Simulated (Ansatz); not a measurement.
Li:
```yaml
crystal:
  lattice:
    - [1.54739, 0.89338, 7.58601]
    - [-1.54739, 0.89338, 7.58601]
    - [0.00000, -1.78677, 7.58601]
  atoms:
    - { symbol: Li, position: [0.77776, 0.77776, 0.77776] }
    - { symbol: Li, position: [0.22224, 0.22224, 0.22224] }
    - { symbol: Li, position: [0.00000, 0.00000, 0.00000] }
```

Relaxed with r²SCAN.

Q: Map the electron localisation function on the plane through (0.778, 0.778, 0.778) spanned by u = [1, -1, 0] and v = [1, 0, -1] in lattice vectors, from r²SCAN in the plane-wave PAW code Ansatz.

A: x is the fraction of u, y of v (the angle between them is 60°; rows are the nearest grid lines); atoms in the plane: Li at (0.00, 0.00).
```
y \ x   0.000  0.0625  0.188  0.250  0.375  0.438  0.562  0.625  0.750  0.812  0.938   1.00
------  -----  ------  -----  -----  -----  -----  -----  -----  -----  -----  -----  -----
1.00     1.00   0.993  0.136  0.018  0.269  0.497  0.497  0.269  0.018  0.136  0.993   1.00
0.938   0.993   0.993  0.365  0.028  0.146  0.419  0.547  0.419  0.024  0.028  0.942  0.993
0.875   0.871   0.946  0.365  0.038  0.088  0.342  0.571  0.527  0.088  0.019  0.365  0.871
0.750   0.018   0.028  0.028  0.018  0.088  0.296  0.585  0.604  0.500  0.296  0.024  0.018
0.688   0.050   0.025  0.019  0.025  0.146  0.342  0.585  0.611  0.585  0.508  0.146  0.050
0.625   0.269   0.148  0.075  0.090  0.269  0.419  0.581  0.604  0.604  0.581  0.419  0.269
0.562   0.497   0.425  0.307  0.307  0.425  0.497  0.571  0.581  0.585  0.581  0.547  0.497
0.438   0.497   0.553  0.600  0.607  0.600  0.584  0.497  0.419  0.296  0.296  0.419  0.497
0.375   0.269   0.425  0.600  0.628  0.628  0.600  0.425  0.269  0.088  0.073  0.146  0.269
0.312   0.050   0.148  0.525  0.607  0.636  0.607  0.352  0.148  0.024  0.019  0.024  0.050
0.250   0.018   0.025  0.307  0.519  0.628  0.607  0.307  0.090  0.018  0.028  0.028  0.018
0.125   0.871   0.368  0.019  0.090  0.540  0.584  0.352  0.090  0.038  0.368  0.942  0.871
0.0625  0.993   0.946  0.028  0.025  0.425  0.553  0.425  0.148  0.028  0.368  0.993  0.993
0.000    1.00   0.993  0.136  0.018  0.269  0.497  0.497  0.269  0.018  0.136  0.993   1.00
```

The density is the valence pseudo-density with augmentation charge, so density and ELF within about 1 Å of a nucleus are not all-electron values.

Space group R-3m (9R (Sm type)). The workflow started from a Materials Project entry (that database holds measured and hypothetical structures alike); the Crystallography Open Database files this formula in space group No. 166, but the cells were not matched. It is not the phase usual at ambient conditions (space group No. 229). Symmetry was held in the r²SCAN relaxation; its stability against distortions is not shown here.

Potentials: the earlier of the program's two PAW sets.
